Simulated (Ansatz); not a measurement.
The relaxed structure here is a generated cell of Ti3Al: the first start was made by placing the elements on the sites of a structure type, and the end was not matched to a known phase here, so it may be hypothetical. Known forms of Ti3Al include space group No. 194.

A relaxed structure of Ti₃Al. Method: PBEsol (plane waves to 420 eV, PAW, scalar-relativistic; Ansatz, a first-principles code).

```
CELL_PARAMETERS angstrom
      4.48829     0.00000     0.00000
     -2.24415     3.88697     0.00000
      0.00000     0.00000     4.82372
ATOMIC_POSITIONS crystal
  Ti 0.00000 0.00000 0.50000
  Ti 0.33333 0.66667 0.00000
  Ti 0.66667 0.33333 0.00000
  Al 0.00000 0.00000 0.00000
```

Determine the symmetry and give the standard cell with its independent sites.

Space group P6/mmm (No. 191); a = b = 4.488 Å, c = 4.824 Å, α = β = 90.00°, γ = 120.00°

| atom | site | symmetry | x | y | z |
|---|---|---|---|---|---|
| Ti | 1b | 6/mmm | 0.0000 | 0.0000 | 0.5000 |
| Ti | 2c | -6m2 | 0.3333 | 0.6667 | 0.0000 |
| Al | 1a | 6/mmm | 0.0000 | 0.0000 | 0.0000 |

This is the AFLOW prototype A3B_hP4_191_bc_a (as in Li3N).

Give the shortest distances between elements (the closest pairs, up to four, under 3.6 Å).

Al–Ti 2.41 Å; Ti–Ti 2.59 Å.

| Property | Result |
|---|---|
| Volume per atom | 21.04 Å³ |
| Band gap | zero (metallic) |

No spin polarisation in the result.

The run could not lose the symmetry of its start: the end is stationary, and may be a saddle point rather than a minimum.

All atoms sit on sites fixed by symmetry, so only the cell could relax.
